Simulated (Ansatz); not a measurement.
**Relaxing BiAs in the rocksalt type**

First guess:

```
CELL_PARAMETERS angstrom
0.00000 2.80779 2.80779
2.80779 0.00000 2.80779
2.80779 2.80779 0.00000
ATOMIC_POSITIONS crystal
As 0.00000 0.00000 0.00000
Bi 0.50000 0.50000 0.50000
```

Level of theory: Ansatz 0.2.0, DFT, PBE, PAW with Ansatz's default frozen-core files, scalar-relativistic.

Cell and atoms relax within the symmetry of the start on a 11×11×11 k mesh with 0.03 eV Fermi–Dirac smearing.

The start is built from a prototype, known or not as a phase of this compound; the cutoff is 420 eV.

No spin–orbit coupling, which matters for the heavy atoms here.

Q: What is the pressure of the first guess?

A: 21.6 GPa.

Q: What does it relax to?

A: a = 6.033 Å, b = 6.033 Å, c = 6.033 Å, α = 90.00°, β = 90.00°, γ = 90.00° (conventional cell), 27.45 Å³ per atom:
```cif
data_structure
_symmetry_space_group_name_H-M 'Fm-3m'
_symmetry_Int_Tables_number 225
_cell_length_a 6.0330
_cell_length_b 6.0330
_cell_length_c 6.0330
_cell_angle_alpha 90.000
_cell_angle_beta 90.000
_cell_angle_gamma 90.000
_cell_volume 219.59
loop_
_atom_site_label
_atom_site_type_symbol
_atom_site_symmetry_multiplicity
_atom_site_Wyckoff_symbol
_atom_site_fract_x
_atom_site_fract_y
_atom_site_fract_z
_atom_site_occupancy
As1 As 4 a 0.00000 0.00000 0.00000 1
Bi1 Bi 4 b 0.50000 0.00000 0.00000 1
```

Q: How much energy does the relaxation release?

A: 297 meV/atom.
